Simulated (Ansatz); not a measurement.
An Ansatz (a first-principles code) run. Input:

Ansatz 0.2 input:
```yaml
crystal:
  lattice:
    - [3.857610398, 0.0, 0.0]
    - [0.0, 3.857610398, 0.0]
    - [0.0, 0.0, 3.857610398]
  atoms:
    - { symbol: Sr, position: [0.0, 0.0, 0.0] }
    - { symbol: V, position: [0.5, 0.5, 0.5] }
    - { symbol: O, position: [0.5, 0.0, 0.5] }
    - { symbol: O, position: [0.0, 0.5, 0.5] }
    - { symbol: O, position: [0.5, 0.5, 0.0] }
kpoints:
  mp_grid: { grid: [22, 22, 22] }
hamiltonian:
  xc: pbe
  pseudopotentials: { kind: paw }
scf:
  occupations: { method: fermi_dirac, width: 0.1 }
elastic: { mode: relaxed_ion, stencil: two_point, amplitude: 0.005, f_tol: 0.0005 }
```

Output (shortened):

```
Pseudopotential: Sr, paw, valence charge 10
Pseudopotential: V, paw, valence charge 13
Pseudopotential: O, paw, valence charge 6
Functional definition: PBE
Crystal: 5 atoms, lattice volume = 57.406 Å³
Basis set: ecut = 420 eV, 1141 PW (Γ), exchange–correlation on 54×54×54 points (8 copies of the dense FFT grid, shifted against one another)
Bands: 26, of which v1, the nominal top of the filled ones, is band 21 counted from 1 (20 counted from 0)
Symmetry: 48 space group operations
Space group: Pm-3m (ITA 221), of the structure as read, at distance tolerance 3.9e-5 Å
k-points: 364 of 10648
SCF 1 converged in 12 iterations: F = -8165.281316 eV  dr2 = 1.14e-14
Crystal: 5 atoms, lattice volume = 57.119 Å³
Symmetry: 16 space group operations
k-points: 936 of 10648
SCF 2 converged in 12 iterations: F = -8165.279657 eV  dr2 = 1.22e-14
Crystal: 5 atoms, lattice volume = 57.693 Å³
SCF 3 converged in 10 iterations: F = -8165.280168 eV  dr2 = 1.98e-15
Crystal: 5 atoms, lattice volume = 57.405 Å³
Symmetry: 8 space group operations
k-points: 1596 of 10648
SCF 4 converged in 9 iterations: F = -8165.280808 eV  dr2 = 9.56e-14
Crystal: 5 atoms, lattice volume = 57.405 Å³
SCF 5 converged in 9 iterations: F = -8165.280808 eV  dr2 = 8.32e-14
SCF converged after 12 iterations
Free energy (F): -8165.281316 eV
Harris-Foulkes:  -8165.281316 eV  (|F-HF|=1.82e-12)
Internal energy: -8165.225383 eV  (E = F + TS)
E sigma→0 (E₀):  -8165.253350 eV
Entropy (-TS):   -0.055933 eV (-11.187 meV/atom)
Fermi energy:    12.311876 eV
--- Per-component energies (eV) ---
  E_band       = -228.084967
  E_kinetic    = 1109.622407
  E_local      = -2657.506239  (includes V_loc(G=0)·N_el)
  E_nonlocal   = 295.217059
  E_hartree    = 988.961668
  E_xc         = -527.955195
  E_vxc        = -613.737584  (∫ρ·V_xc dr)
  E_paw        = -4277.983503  (= ΣΔE_a)
  E_vpaw       = -339.611599  (= ΣTr[D̂ρ^β])
  E_aug_tail   = 0.007650  (compensation charges beyond the density's cutoff)
  E_ewald      = -3095.589230
  E_smearing   = -0.055933  (= −TS)
  E_closure    = 0.000000  (closes the sum)
  Σ components = -8165.281316   (vs F -8165.281316, Δ=0.00e0)
--- Forces (eV/Å), atoms counted from 1 ---
  atom   1  Sr     0.00000000     0.00000000     0.00000000
  atom   2  V      0.00000000     0.00000000     0.00000000
  atom   3  O      0.00000000     0.00000000     0.00000000
  atom   4  O      0.00000000     0.00000000     0.00000000
  atom   5  O      0.00000000     0.00000000     0.00000000
  max |Σ_I F_I| component: 0.0 eV/Å
--- Stress (GPa, compression-positive) ---
        0.122418       0.000000       0.000000
        0.000000       0.122418       0.000000
        0.000000       0.000000       0.122418
  P = ⅓ Tr σ = 0.1224 GPa (1.224 kbar)
--- Band table (eV; the first three rows and the last of 364) ---
  k-point 0: bands = ["-53.5192", "-27.3471", "-27.3471", "-27.3471", "-22.2029", "-7.3822", "-6.2179", "-6.2179", "-4.2090", "-4.2090", "-4.2090", "7.1526", "7.1526", "7.1526", "9.0866", "9.0866", "9.0866", "9.9112", "9.9112", "9.9112", "11.3842", "11.3842", …
  k-point 1: bands = ["-53.5192", "-27.3477", "-27.3470", "-27.3470", "-22.2023", "-7.3817", "-6.2227", "-6.2171", "-4.2078", "-4.2078", "-4.1938", "7.1226", "7.1514", "7.1514", "9.0519", "9.0519", "9.0664", "9.8349", "9.8883", "9.8883", "11.3865", "11.4444", …
  k-point 2: bands = ["-53.5192", "-27.3496", "-27.3469", "-27.3469", "-22.2005", "-7.3816", "-6.2342", "-6.2145", "-4.2043", "-4.2043", "-4.1507", "7.0354", "7.1486", "7.1486", "8.9533", "8.9533", "9.0102", "9.6304", "9.8337", "9.8337", "11.3932", "11.6057", …
  k-point 363: bands = ["-53.5177", "-27.3751", "-27.3751", "-27.3751", "-22.1290", "-6.0377", "-6.0377", "-6.0377", "-4.5092", "-4.5092", "-4.5092", "5.1643", "5.8817", "5.8817", "6.4610", "6.4610", "6.4610", "10.2885", "10.2885", "10.2885", "13.8203", …
--- Elastic constants: 2 strain directions × 2 members + reference (group order 48) ---
  dense FFT box of the reference and of every strained cell: 27×27×27
  strains applied: 11, 23; error gains: componentwise 1.00 (the most a stress slope's error grows in a printed constant), spectral 1.73 (1 for all six strains …
  C = ∂σ_k/∂η_j (tension-positive GPa; Voigt order 11 22 33 23 13 12):
       313.830    115.041    115.041      0.000      0.000      0.000
       115.041    313.830    115.041      0.000      0.000      0.000
       115.041    115.041    313.830      0.000      0.000      0.000
         0.000      0.000      0.000    115.210      0.000      0.000
         0.000      0.000      0.000      0.000    115.210      0.000
         0.000      0.000      0.000      0.000      0.000    115.210
  reference stress σ⁰ (GPa):     -0.122     -0.122     -0.122      0.000      0.000      0.000
  moduli (Voigt/Reuss/Hill, GPa): K = 181.30/181.30/181.30   G = 108.88/108.32/108.60   E = 271.58   ν = 0.250
  mechanically stable: yes (min eigenvalue of sym C = 115.21 GPa)
  strain η (Voigt 11):  stress-route row diagonal C_11 = 313.83 GPa, energy-path curvature d²(F+E_count+ΔE)/dδ²/Ω₀ = 313.78 GPa
         δ    σ_11 (GPa)             F (eV)   n_scf  n_hpsi   n_pw
    -5.000e-3      -1.7353       -8165.2796566      12  594115   1141   relax 0 steps, max|allowed force component| 0.0 eV/Å
     5.000e-3       1.4030       -8165.2801680      10  568926   1157   relax 0 steps, max|allowed force component| 0.0 eV/Å
  strain η (Voigt 23):  stress-route row diagonal C_44 = 115.21 GPa, energy-path curvature d²(F+E_count+ΔE)/dδ²/Ω₀ = 115.30 GPa
         δ    σ_23 (GPa)             F (eV)   n_scf  n_hpsi   n_pw
    -5.000e-3      -0.5760       -8165.2808081       9  908261   1141   relax 0 steps, max|allowed force component| 0.0 eV/Å
     5.000e-3       0.5760       -8165.2808081       9  751295   1141   relax 0 steps, max|allowed force component| 0.0 eV/Å
```

Cost: around 10 core-minutes (rough) on shared cores.

The PBE relaxation kept the symmetry of its start; of distortions, only those at the zone centre were tested. No spin polarisation was allowed. No Hubbard U is applied. As this level gives no gap, shear constants depend on the k-mesh and smearing (Fermi–Dirac, 0.1 eV here). Spin–orbit coupling is left out wherever it is not named.

Potentials: the later of the program's two PAW sets.

Ansatz is a plane-wave DFT program.
